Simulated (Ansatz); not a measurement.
# Diamond alloy of Si and C (16 of 64 Si sites exchanged), 64 atoms

Method: DFT, PBEsol, PAW, plane waves (Ansatz).

Command:

```sh
ansatz run in.yaml --threads 4 --pin off --max-ram 42750MiB --runs-dir r --events-out ev --progress --plain --backend cuda --devices 0, --max-vram 37GiB
```

The input less its lattice and atoms:

```yaml
crystal:
  symmetry: { detect: false }
kpoints:
  mp_grid: { grid: [1, 1, 1], shift: [0.25, 0.25, 0.25] }
hamiltonian:
  xc: pbesol
scf:
  occupations: { method: fermi_dirac, width: 0.01 }
relax:
  f_tol: 0.03
  max_steps: 80
  escape_saddle: false
  adjacent_minimum: "off"
  cell: { fix: [shape] }
output:
  forces: true
  eigenvalues: true
  populations: true
  write_density: true
  write_potential: true
  elf: true
  volumetric_format: npy
```

Start:

```xyz
64
Lattice="9.9261 0.0000 0.0000 0.0000 9.9261 0.0000 0.0000 0.0000 9.9261" Properties=species:S:1:pos:R:3 pbc="T T T"
Si    0.0172    0.0291    9.9082
Si    0.0318    0.0377    4.9670
Si    9.9028    4.9770    4.9927
Si    4.9822    0.0143    9.9182
Si    4.9973    9.9106    4.9453
Si    4.9480    4.9749    9.9230
Si    1.2637    1.2566    1.2407
Si    1.2123    1.2365    6.2481
Si    6.1771    1.2426    1.2412
Si    6.2220    6.2187    6.1985
Si    2.4891    2.4548    0.0264
Si    2.4694    2.4773    4.9630
Si    2.4933    7.4066    0.0009
Si    7.4225    2.4765    9.9200
Si    7.4310    2.5015    4.9651
Si    7.4596    7.4393    4.9601
Si    3.6914    3.7162    1.2013
Si    3.6952    3.7481    6.2125
Si    3.7194    8.7049    1.2586
Si    3.6985    8.6716    6.1752
Si    8.6649    3.7101    1.2013
Si    8.7038    3.7294    6.2177
Si    8.6858    8.7134    1.2385
Si    8.7414    8.6938    6.1887
Si    2.4931    0.0176    2.5142
Si    2.4782    0.0130    7.4381
Si    2.5032    4.9429    7.4545
Si    7.4514    9.9196    2.4865
Si    7.4139    4.9544    2.4915
Si    7.4175    4.9645    7.4418
Si    3.6962    1.2278    3.7219
Si    3.7068    1.2384    8.6902
Si    3.7125    6.2131    8.6818
Si    8.6940    1.2324    3.7435
Si    8.6568    1.2370    8.7006
Si    8.6884    6.1873    3.6924
Si    9.9189    2.4871    2.4750
Si    0.0322    2.4828    7.4400
Si    0.0183    7.4844    2.4673
Si    4.9645    2.4358    2.4816
Si    4.9844    2.4435    7.4770
Si    4.9527    7.4476    7.4572
Si    1.2403    3.7662    3.6780
Si    1.1709    8.6778    3.6995
Si    1.2268    8.6732    8.6589
Si    6.2046    3.7634    3.7082
Si    6.2073    3.7606    8.6651
Si    6.2082    8.6712    3.7445
C     0.0063    4.9547    0.0043
C     4.9693    4.9679    4.9594
C     1.2447    6.2324    1.2079
C     1.2576    6.2428    6.1957
C     6.1881    1.2347    6.2014
C     6.2139    6.1787    1.2428
C     2.5109    7.4643    4.9858
C     7.4492    7.4642    0.0452
C     2.4355    4.9869    2.4969
C     7.4400    0.0206    7.4443
C     3.6869    6.1846    3.7373
C     8.6376    6.1856    8.6731
C     9.8958    7.4070    7.4578
C     4.9668    7.4353    2.5095
C     1.2479    3.7248    8.6506
C     6.1948    8.6971    8.7161
```

Steps:

| step | energy less the first (eV) | largest force component (eV/Å) | pressure (GPa) |
| --- | --- | --- | --- |
| start | 0.000 | 6.196 | 12.77 |
| 1 | -18.763 | 2.549 | 1.57 |
| 2 | -26.832 | 1.197 | 0.87 |
| 3 | -29.911 | 1.501 | 0.66 |
| 4 | -31.325 | 2.548 | 0.28 |
| 5 | -32.454 | 1.492 | -0.21 |
| 6 | -33.636 | 1.674 | -0.19 |
| 7 | -34.982 | 1.487 | -0.03 |
| 8 | -36.114 | 1.637 | 0.25 |
| 9 | -36.724 | 1.924 | 0.39 |
| 10 | -37.518 | 0.771 | 0.11 |
| 11 | -38.139 | 1.191 | -0.22 |
| 12 | -38.736 | 1.499 | -0.09 |
| 13 | -39.252 | 0.696 | 0.03 |
| 14 | -39.786 | 0.756 | -0.02 |
| 15 | -40.098 | 0.874 | -0.32 |
| 16 | -40.521 | 0.483 | -0.04 |
| 17 | -40.699 | 0.693 | 0.05 |
| 18 | -40.824 | 0.217 | 0.17 |
| 19 | -40.842 | 0.092 | -0.05 |
| 20 | -40.847 | 0.070 | -0.02 |
| 21 | -40.852 | 0.056 | 0.00 |
| 22 | -40.862 | 0.106 | 0.00 |
| 23 | -40.889 | 0.259 | -0.02 |
| 24 | -40.923 | 0.449 | -0.04 |
| 25 | -41.064 | 0.386 | 0.06 |
| 26 | -41.234 | 0.275 | 0.02 |
| 27 | -41.370 | 0.321 | -0.04 |
| 28 | -41.460 | 0.249 | 0.22 |
| 29 | -41.527 | 0.308 | -0.15 |
| 30 | -41.571 | 0.302 | -0.07 |
| 31 | -41.590 | 0.189 | 0.21 |
| 32 | -41.615 | 0.214 | 0.07 |
| 33 | -41.625 | 0.072 | -0.12 |
| 34 | -41.635 | 0.063 | 0.03 |
| 35 | -41.639 | 0.065 | 0.06 |
| 36 | -41.650 | 0.143 | 0.07 |
| 37 | -41.672 | 0.292 | 0.05 |
| 38 | -41.754 | 0.734 | 0.00 |
| 39 | -41.946 | 1.108 | -0.02 |
| 40 | -42.202 | 0.932 | -0.13 |
| 41 | -42.479 | 0.898 | -0.05 |
| 42 | -42.633 | 0.452 | -0.02 |
| 43 | -42.675 | 0.271 | -0.13 |
| 44 | -42.769 | 0.288 | 0.03 |
| 45 | -42.899 | 0.355 | 0.10 |
| 46 | -42.979 | 0.785 | 0.25 |
| 47 | -43.147 | 0.491 | -0.05 |
| 48 | -43.234 | 0.305 | -0.06 |
| 49 | -43.315 | 0.249 | 0.01 |
| 50 | -43.348 | 0.069 | 0.00 |
| 51 | -43.354 | 0.038 | -0.02 |
| 52 | -43.356 | 0.031 | 0.01 |
| 53 | -43.357 | 0.027 | 0.01 |
| 54 | -43.332 | 0.026 | -0.03 |

A structure on the way, about -41.37 eV from the start:

```
Si C
1.0
     9.84510    0.00000    0.00000
     0.00000    9.84510    0.00000
     0.00000    0.00000    9.84510
Si C
48 16
Direct
  0.94817 0.97813 0.02654
  0.00107 0.94403 0.50612
  0.02965 0.53482 0.54080
  0.51969 0.98833 0.97752
  0.52152 0.99887 0.52346
  0.55836 0.51186 0.03410
  0.12094 0.12453 0.10929
  0.09834 0.12044 0.62522
  0.62895 0.13714 0.11891
  0.58055 0.60402 0.60471
  0.23366 0.29060 0.98307
  0.23245 0.25585 0.49674
  0.24683 0.73182 0.04219
  0.70736 0.30937 0.97649
  0.73565 0.21750 0.51844
  0.74974 0.74424 0.52887
  0.35649 0.42145 0.14007
  0.37723 0.39927 0.59746
  0.42208 0.84485 0.14277
  0.35309 0.83660 0.58936
  0.89061 0.41200 0.08081
  0.86412 0.38172 0.63323
  0.74438 0.75216 0.09180
  0.86985 0.85602 0.69599
  0.25856 0.98125 0.23932
  0.23633 0.97695 0.74360
  0.23244 0.50965 0.75418
  0.76360 0.96983 0.21498
  0.74487 0.51041 0.25393
  0.76820 0.62254 0.88702
  0.36950 0.10907 0.39205
  0.37455 0.13585 0.86230
  0.39326 0.61821 0.89597
  0.88129 0.10441 0.37084
  0.82872 0.11818 0.87237
  0.89333 0.63693 0.38322
  0.00326 0.27723 0.24548
  0.00043 0.26506 0.77989
  0.99304 0.71574 0.18538
  0.47448 0.25425 0.24940
  0.52671 0.24342 0.71463
  0.50673 0.77567 0.75907
  0.15020 0.42555 0.36784
  0.15558 0.80519 0.35833
  0.09816 0.84329 0.89100
  0.60007 0.38408 0.39614
  0.67299 0.44003 0.75423
  0.61108 0.84706 0.36768
  0.00488 0.48632 0.93382
  0.46840 0.52186 0.46973
  0.17977 0.65265 0.20152
  0.10769 0.63465 0.67867
  0.64383 0.09308 0.64243
  0.60939 0.63333 0.17988
  0.30486 0.72805 0.44534
  0.72327 0.80253 0.90693
  0.27199 0.54819 0.27042
  0.72237 0.00313 0.74727
  0.38952 0.62609 0.36690
  0.95532 0.60550 0.87577
  0.01651 0.70385 0.77719
  0.50276 0.70981 0.26981
  0.11616 0.39752 0.87338
  0.63474 0.90633 0.83967
```

End:

```xyz
64
Lattice="9.7768 0.0000 0.0000 0.0000 9.7768 0.0000 0.0000 0.0000 9.7768" Properties=species:S:1:pos:R:3 pbc="T T T"
Si    9.2888    9.6676    0.1978
Si    0.0850    9.2047    5.3262
Si    0.2354    5.3629    5.1549
Si    5.2175    9.6745    9.7062
Si    4.9861    9.7024    5.3807
Si    5.4460    5.1119    0.3410
Si    1.1856    1.2536    1.0873
Si    1.1472    1.1393    6.4238
Si    6.3062    1.3564    1.3551
Si    5.6933    6.1420    5.6886
Si    2.3293    2.7974    9.6137
Si    2.2118    2.5630    5.0001
Si    2.5374    7.1730    0.3425
Si    6.7673    3.1050    9.6699
Si    7.2379    2.0529    5.0195
Si    7.4809    7.5504    5.1663
Si    3.5921    4.0048    1.3656
Si    3.7419    3.9617    5.8473
Si    4.1110    8.3343    1.5015
Si    1.9929    7.6423    5.6459
Si    8.6790    3.9297    0.8937
Si    8.5505    3.7374    5.9944
Si    7.3576    7.3659    0.8540
Si    8.4629    8.2812    7.1657
Si    2.3775    9.5480    2.4245
Si    2.6515    9.3787    7.3286
Si    2.3193    4.9882    7.3829
Si    7.6475    9.3996    2.1256
Si    7.3454    5.1049    2.6057
Si    7.4171    5.9472    8.6951
Si    3.4382    0.9596    4.0384
Si    3.8115    1.3533    8.5278
Si    3.9523    6.1788    8.5821
Si    8.7566    0.8352    3.7488
Si    8.0507    1.3057    8.5714
Si    8.9311    6.6974    3.6074
Si    0.0214    2.6583    2.5038
Si    9.7426    2.6955    7.6422
Si    9.6552    6.2064    1.0396
Si    4.6196    2.3305    2.6035
Si    5.2551    2.5450    7.0631
Si    4.8758    7.9252    7.1432
Si    1.4525    4.1616    3.6000
Si    1.3675    7.5722    3.0582
Si    1.0049    8.2807    8.7581
Si    5.8876    3.7695    3.9017
Si    6.6491    4.5115    7.0458
Si    5.8846    8.3737    3.6595
C     0.0569    4.6422    9.1410
C     4.5536    5.1571    4.5391
C     1.7424    6.2118    1.7365
C     1.0949    6.2841    6.6373
C     6.2886    1.0097    6.3254
C     6.0092    6.2594    1.7815
C     2.8239    7.0957    4.1373
C     7.2460    7.8474    8.7149
C     2.6837    5.2357    2.5307
C     7.0202    0.1901    7.4030
C     3.7674    6.0903    3.4914
C     9.3530    5.9034    8.6827
C     0.1451    6.8646    7.6906
C     4.9161    6.9580    2.6463
C     1.2066    3.9018    8.5582
C     6.2159    8.8758    8.2354
```

The run converged.

Time: 49 s of wall time on one NVIDIA H100 with 4 processor threads, on a host shared with other runs; peak host memory 1.4 GiB.

How much energy did the relaxation gain, and which atom moved most?

43.33 eV in 54 steps, from a start with small random displacements; atom 20 (Si) moved 1.93 Å, the median atom 0.47 Å (drift of the whole cell removed).
